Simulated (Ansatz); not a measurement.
Data:

SrGaHO$_{2}$:
```yaml
crystal:
  lattice:
    - [3.93838, 0.00000, 0.00000]
    - [0.00000, 3.93838, 0.00000]
    - [0.00000, 0.00000, 3.60148]
  atoms:
    - { symbol: Sr, position: [0.50000, 0.50000, 0.50000] }
    - { symbol: Ga, position: [0.00000, 0.00000, 0.00000] }
    - { symbol: O, position: [0.50000, 0.00000, 0.00000] }
    - { symbol: O, position: [0.00000, 0.50000, 0.00000] }
    - { symbol: H, position: [0.00000, 0.00000, 0.50000] }
```

This is the r²SCAN-relaxed structure. Tensor components refer to the Cartesian frame of this cell.

### Question
All from r²SCAN in the plane-wave PAW code Ansatz, unless another level is named. Predict the Debye temperature from the elastic constants.

### Answer
591 K.

### Question
Next, the elastic constants (relaxed ions, GPa)?

### Answer
C11 = 260, C12 = 115, C13 = 75.1, C33 = 201, C44 = 92.4, C66 = 127.

Space group P4/mmm. The start of the workflow was typed in or built on a structure type; neither database checked (COD, Materials Project) lists it. Its standing as an ambient phase is unchecked. Symmetry was held in the r²SCAN relaxation; its stability against distortions is not shown here.

Potentials: the earlier of the program's two PAW sets. The files were generated under PBE; for other functionals the program regenerates the frozen cores, and for LDA and PBEsol the local potential too.
